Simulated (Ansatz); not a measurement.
SiC₁₂:
```
CELL_PARAMETERS angstrom
      4.24319     0.00000     0.00000
     -2.12159     3.67471     0.00000
      0.00000     0.00000     9.14910
ATOMIC_POSITIONS crystal
  C  0.33341 0.00000 0.81172
  C  0.66659 0.00000 0.81172
  C  0.00000 0.33341 0.81172
  C  0.00000 0.66659 0.81172
  C  0.33341 0.33341 0.81172
  C  0.66659 0.66659 0.81172
  C  0.33341 0.00000 0.18828
  C  0.66659 0.00000 0.18828
  C  0.00000 0.33341 0.18828
  C  0.00000 0.66659 0.18828
  C  0.33341 0.33341 0.18828
  C  0.66659 0.66659 0.18828
  Si 0.00000 0.00000 0.50000
```

This is the r²SCAN+D4-relaxed structure.

Q: All from plane-wave PAW r²SCAN+D4 (Ansatz code), unless another level is named. Give the electronic character.

A: metallic (no gap).

Q: Give the formation energy from the elements (no fitted shifts).

A: 0.33 eV/atom.

Q: And the density of states at the Fermi level?

A: 0.22 states/eV per atom (mean over ±0.08 eV).

Space group P6/mmm. The start of the workflow was typed in or built on a structure type; neither database checked (COD, Materials Project) lists it. Its standing as an ambient phase is unchecked. Symmetry was held in the r²SCAN+D4 relaxation. At this level the phase is mechanically unstable. Its formation energy is positive at this level, so the cell may be metastable or incomplete. The references are the lowest solids computed at this level, not always the standard phases.

Potentials: the earlier of the program's two PAW sets.
